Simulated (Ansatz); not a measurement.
Relaxation of a generated cell, CsCl placed in the AFLOW prototype AB_oI4_44_a_b (as in GaAs); 2 atoms in the cell, which starts as Imm2 (No. 44), oI4; a = 7.1320 Å, b = 7.3256 Å, c = 3.9233 Å, α = 90.00°, β = 90.00°, γ = 90.00°. Method: r2SCAN (plane waves to 500 eV, PAW, scalar-relativistic; Ansatz, a first-principles code). Γ-centred k-mesh 7×7×7 on the run's cell (coarser than for final values), Fermi–Dirac smearing 0.05 eV. This is the first round of the run. 

The optimiser's lines from the output (shortened; P is positive under compression):

```
relax step   1: F+E_penalty+E_count = -6773.27647811 eV  Δ(F+E_penalty+E_count) = +0.000e0 eV  max|allowed force component| = 2.079e-3 eV/Å  Δτ_max = 0.0000 Å  P = -1.964 GPa  Ω = 102.489 Å³  (6 SCF iters, dr2 threshold 1.00e-7 eV, accepted)
relax step   2: F+E_penalty+E_count = -6773.49720873 eV  Δ(F+E_penalty+E_count) = -2.207e-1 eV  max|allowed force component| = 1.140e-3 eV/Å  Δτ_max = 0.0023 Å  P = -1.676 GPa  Ω = 96.545 Å³  (5 SCF iters, dr2 threshold 2.00e-7 eV, accepted)
relax step   3: F+E_penalty+E_count = -6773.64684311 eV  Δ(F+E_penalty+E_count) = -1.496e-1 eV  max|allowed force component| = 1.717e-2 eV/Å  Δτ_max = 0.0020 Å  P = -1.176 GPa  Ω = 90.721 Å³  (5 SCF iters, dr2 threshold 2.00e-7 eV, accepted)
relax step   4: F+E_penalty+E_count = -6773.74902353 eV  Δ(F+E_penalty+E_count) = -1.022e-1 eV  max|allowed force component| = 5.554e-2 eV/Å  Δτ_max = 0.0138 Å  P = -0.559 GPa  Ω = 85.947 Å³  (5 SCF iters, dr2 threshold 2.00e-7 eV, accepted)
relax step   5: F+E_penalty+E_count = -6773.84673029 eV  Δ(F+E_penalty+E_count) = -9.771e-2 eV  max|allowed force component| = 2.529e-2 eV/Å  Δτ_max = 0.1034 Å  P = -0.450 GPa  Ω = 85.999 Å³  (6 SCF iters, dr2 threshold 2.00e-7 eV, accepted)
relax step   6: F+E_penalty+E_count = -6773.89558948 eV  Δ(F+E_penalty+E_count) = -4.886e-2 eV  max|allowed force component| = 1.343e-2 eV/Å  Δτ_max = 0.0169 Å  P = -0.286 GPa  Ω = 86.291 Å³  (6 SCF iters, dr2 threshold 2.00e-7 eV, accepted)
relax step   7: F+E_penalty+E_count = -6773.92311990 eV  Δ(F+E_penalty+E_count) = -2.753e-2 eV  max|allowed force component| = 2.676e-2 eV/Å  Δτ_max = 0.0195 Å  P = +0.156 GPa  Ω = 84.759 Å³  (6 SCF iters, dr2 threshold 2.00e-7 eV, accepted)
relax step   8: F+E_penalty+E_count = -6773.92566410 eV  Δ(F+E_penalty+E_count) = -2.544e-3 eV  max|allowed force component| = 8.921e-2 eV/Å  Δτ_max = 0.0440 Å  P = +0.004 GPa  Ω = 86.108 Å³  (6 SCF iters, dr2 threshold 2.00e-7 eV, accepted)
relax step   9: F+E_penalty+E_count = -6773.92984992 eV  Δ(F+E_penalty+E_count) = -4.186e-3 eV  max|allowed force component| = 2.307e-3 eV/Å  Δτ_max = 0.0323 Å  P = -0.007 GPa  Ω = 85.971 Å³  (5 SCF iters, dr2 threshold 2.00e-7 eV, accepted)
relax step  10: F+E_penalty+E_count = -6773.92990531 eV  Δ(F+E_penalty+E_count) = -5.539e-5 eV  max|allowed force component| = 1.635e-4 eV/Å  Δτ_max = 0.0008 Å  P = +0.000 GPa  Ω = 85.929 Å³  (5 SCF iters, dr2 threshold 6.29e-9 eV, accepted)
relax step  11: F+E_penalty+E_count = -6773.92990729 eV  Δ(F+E_penalty+E_count) = -1.980e-6 eV  max|allowed force component| = 3.005e-5 eV/Å  Δτ_max = 0.0001 Å  P = -0.000 GPa  Ω = 85.929 Å³  (6 SCF iters, accepted)
relax step  12: F+E_penalty+E_count = -6773.93050273 eV  Δ(F+E_penalty+E_count) = -5.954e-4 eV  max|allowed force component| = 3.026e-5 eV/Å  Δτ_max = 0.0000 Å  P = +0.010 GPa  Ω = 85.929 Å³  stress off target by 3.43e-2 GPa  SCF on the basis re-selected at this cell (its energy is not comparable with the rows above)  (6 SCF iters)
relax step  13: F+E_penalty+E_count = -6773.93053545 eV  Δ(F+E_penalty+E_count) = -3.271e-5 eV  max|allowed force component| = 1.024e-4 eV/Å  Δτ_max = 0.0001 Å  P = +0.003 GPa  Ω = 85.977 Å³  (6 SCF iters, dr2 threshold 2.93e-9 eV, accepted)
relax step  14: F+E_penalty+E_count = -6773.93053757 eV  Δ(F+E_penalty+E_count) = -2.121e-6 eV  max|allowed force component| = 1.030e-4 eV/Å  Δτ_max = 0.0000 Å  P = +0.003 GPa  Ω = 85.977 Å³  stress off target by 3.83e-3 GPa  SCF on the basis re-selected at this cell (its energy is not comparable with the rows above)  (6 SCF iters)
```

From the first to the last row the energy changes by -0.33 eV/atom and the volume by -16.1 %. The last row is marked as not comparable with the walk above it, whose basis was carried along; it does compare with step 1, since both stand on a basis selected at the nominal cutoff for their own cell.

Later rounds, restarted from the end of this one on a renewed k-mesh, logged 2 more steps and released under 1 meV/atom more. The final structure after all rounds: Fm-3m (No. 225), cF8, rock salt type; a = b = c = 7.006 Å, α = β = γ = 90.00°. Between re-selections the logged energies stand on a plane-wave basis carried along with the cell. No spin polarisation in the result.

The run could not lose the symmetry of its start.

The first start was generated by placing the elements on the sites of a structure type. A measured structure of CsCl has the same space group, Fm-3m (No. 225); the sites were not compared with it. Another known form has space group No. 221.
